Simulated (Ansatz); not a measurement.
Consider the following.

C:
```xyz
8
Lattice="0.0000 3.7371 3.7371 3.7371 0.0000 3.7371 3.7371 3.7371 0.0000" Properties=species:S:1:pos:R:3 pbc="T T T"
C      3.2103     4.2638     3.2103
C      5.0788     6.1323     6.1323
C      3.2103     3.2103     4.2638
C      6.1323     5.0788     6.1323
C      4.2638     4.2638     4.2638
C      5.0788     5.0788     5.0788
C      4.2638     3.2103     3.2103
C      6.1323     6.1323     5.0788
```

This is the r²SCAN-relaxed structure.

**Question.** All from r²SCAN in the plane-wave PAW code Ansatz, unless another level is named. Estimate the hole effective mass, band 2 of 2 at the edge.

**Answer.** 0.16 along [100], 0.19 along [110], 0.24 along [111] (mₑ).

**Question.** What about the valence-band maximum?

**Answer.** at Γ.

**Question.** Next, the conduction-band minimum?

**Answer.** on the K–Γ line, 89 % of the way from K (12 equivalent valleys).

Space group Fd-3m. The start of the workflow was typed in or built on a structure type. Its sites differ from those of the usual phase in this space group: another stacking or structure type. The r²SCAN relaxation kept the symmetry of its start; whether a distortion lowers the energy is not shown.

Potentials: the earlier of the program's two PAW sets.

Edges and masses are those of Kohn–Sham bands, whose gap is no quasiparticle gap.
